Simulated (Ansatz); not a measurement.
Values for one crystal, relaxed and computed with LDA in the plane-wave PAW code Ansatz; other levels are named.

| Quantity | Result |
|---|---|
| Volume per atom | 24.27 Å³ |
| Electronic character | metallic (no gap) |
| Pressure derivative B′ | 10.9 |
| Density of states at the Fermi level | 0.26 states/eV per atom (mean over ±0.08 eV) |
| Formation energy from the elements (no fitted shifts) | -1.20 eV/atom |
| Highest zone-centre frequency | 289 cm⁻¹ |
| Zone-centre stability | no imaginary mode at Γ |

Task: Which of these materials gives this?
A) CdS, rock salt
B) ZrSiS, P4/nmm (Zr on 2c, Si on 2a, S on 2c)
C) Ge2Sb2Te5, P-3m1 (Pearson symbol hP9)
D) HfTeS, P3m1 (Hf on 1b, Te on 1a, S on 1c)

Result: D, HfTeS, P3m1 (Hf on 1b, Te on 1a, S on 1c)

The workflow started from a Materials Project entry (that database holds measured and hypothetical structures alike); the Crystallography Open Database copy checked does not list it. Its standing as an ambient phase is unchecked. The LDA relaxation kept the symmetry of its start. The run is not spin-polarised. A crystal of weakly bound layers computed without a dispersion correction: the cell and the soft elastic constants depend strongly on that. As this level gives no gap, phonon frequencies hold no LO–TO term and depend on the k-mesh and smearing (Fermi–Dirac, 0.1 eV here). The references are the lowest solids computed at this level, not always the standard phases. Scalar-relativistic: spin–orbit coupling is off unless named, which matters more the heavier the elements.

Potentials: the later of the program's two PAW sets.
